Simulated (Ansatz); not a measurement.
A relaxed cell of AlGa2As3 is given with its symmetry left out. The cell was found from a structure generator's guess, not taken from experiment.

Computed with DFT PBE, scalar-relativistic, plane waves, PAW in Ansatz 0.2.0. Cutoff 420 eV, Γ-centred mesh, Gaussian smearing, no spin polarisation.

```xyz
6
Lattice="4.7862 0.0000 0.0000 -2.3931 4.1450 0.0000 0.0000 0.0000 9.6311" Properties=species:S:1:pos:R:3 pbc="T T T"
Al    0.0000    2.7633    0.0000
Ga    2.3931    1.3817    0.0000
Ga    0.0000    0.0000    0.0000
As    2.3931    1.3817    2.5140
As    2.3931    1.3817    7.1171
As    2.3931    1.3817    4.8155
```

Formation energies are uncorrected and refer to the elements' standard structures at the same level.

Q: Find its symmetry and describe it.

A: P-6m2 (No. 187). Conventional cell: a = 4.786 Å, c = 9.631 Å. Around Al lie 6 Ga at 2.76 Å; around Ga on its first site lie 2 As at 2.51 Å, 3 Ga at 2.76 Å and 3 Al at 2.76 Å; Ga on its second site has 3 Ga at 2.76 Å and 3 Al at 2.76 Å; As on a site of symmetry 3m has 1 As at 2.30 Å and 1 Ga at 2.51 Å; 1 more site not described.

Q: What is its formation energy per atom?

A: +0.65 eV/atom. A positive value: parting into the elements would lower its energy.

Q: Is it a metal?

A: Yes, bands cross the Fermi level on the 12×12×4 mesh.

The last run used a 12×12×4 mesh (in the run's order of axes) for its 6-atom cell and Gaussian smearing of 0.10 eV. The reference form of As is held partly by dispersion forces, which this level lacks. Symmetry constrained the relaxation, so the result can be a saddle point. Another cell of AlGa2As3 relaxed alike, in P4/mmm, lies 0.52 eV/atom lower, so this cell isn't the stable form at this level.
